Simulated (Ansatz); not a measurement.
Cell and atoms are relaxed with the symmetry kept. Start:

```
Nb N
1.0
     1.94964   -5.19938    0.00000
     1.94964    5.19938    0.00000
     0.00000    0.00000   10.39363
Nb N
6 10
Cartesian
  1.9496 -3.8389 4.5759
  1.9496 -3.8389 0.6210
  1.9496 -3.0959 7.7952
  1.9496 3.0959 2.5984
  1.9496 3.8389 5.8178
  1.9496 3.8389 9.7727
  1.9496 -1.9884 9.6188
  1.9496 -4.7065 6.4401
  1.9496 -4.7065 9.1503
  1.9496 -1.9884 5.9717
  1.9496 -2.7508 2.5984
  1.9496 4.7065 3.9535
  1.9496 1.9884 0.7748
  1.9496 1.9884 4.4220
  1.9496 2.7508 7.7952
  1.9496 4.7065 1.2433
```

Theory: DFT r2SCAN, scalar-relativistic, plane waves, PAW in Ansatz.

Cutoff 500 eV; k points 8×8×4 on the computed 16-atom cell (Γ-centred); Gaussian smearing, width 0.02 eV; no spin polarisation.

Q: What does it relax to?

A: The volume drops by 0.32 Å³/atom to 12.84 Å³/atom, and the energy falls by 7.0 meV/atom. Final structure:
```
Nb N
1.0
     1.93133   -5.15565    0.00000
     1.93133    5.15565    0.00000
     0.00000    0.00000   10.32011
Nb N
6 10
Direct
  0.86895 0.13105 0.44041
  0.86895 0.13105 0.05959
  0.79893 0.20107 0.75000
  0.20107 0.79893 0.25000
  0.13105 0.86895 0.55959
  0.13105 0.86895 0.94041
  0.69198 0.30802 0.92519
  0.95321 0.04679 0.61899
  0.95321 0.04679 0.88101
  0.69198 0.30802 0.57481
  0.76386 0.23614 0.25000
  0.04679 0.95321 0.38101
  0.30802 0.69198 0.07481
  0.30802 0.69198 0.42519
  0.23614 0.76386 0.75000
  0.04679 0.95321 0.11899
```

Cost: 1 run of about 32 core-minutes, on Intel Xeon Processor @ 2.50GHz (Skylake/Cascade Lake) (shared hosts).